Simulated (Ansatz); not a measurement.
ZrIr₂:
```yaml
crystal:
  lattice:
    - [0.00000, 3.69240, 3.69240]
    - [3.69240, 0.00000, 3.69240]
    - [3.69240, 3.69240, 0.00000]
  atoms:
    - { symbol: Zr, position: [0.50000, 0.50000, 0.50000] }
    - { symbol: Zr, position: [0.75000, 0.75000, 0.75000] }
    - { symbol: Ir, position: [0.12500, 0.12500, 0.12500] }
    - { symbol: Ir, position: [0.62500, 0.12500, 0.12500] }
    - { symbol: Ir, position: [0.12500, 0.12500, 0.62500] }
    - { symbol: Ir, position: [0.12500, 0.62500, 0.12500] }
```

Relaxed with r²SCAN.

### Question
Give the Bader charges and basin volumes of the independent atoms, r²SCAN in the plane-wave PAW code Ansatz.

### Answer


```tsv
atom	Bader charge (e)	Bader volume (Å³)
Zr1	+1.73	13.4
Ir3	-0.87	18.4
```

Space group Fd-3m (cubic Laves (MgCu2 type)). The workflow started from an entry of the Crystallography Open Database (COD). Its standing as an ambient phase is unchecked. The r²SCAN relaxation kept the symmetry of its start; its stability against distortions is not shown here. No spin polarisation was allowed. Scalar-relativistic: spin–orbit coupling is off unless named, which matters more the heavier the elements.

Potentials: the later of the program's two PAW sets.
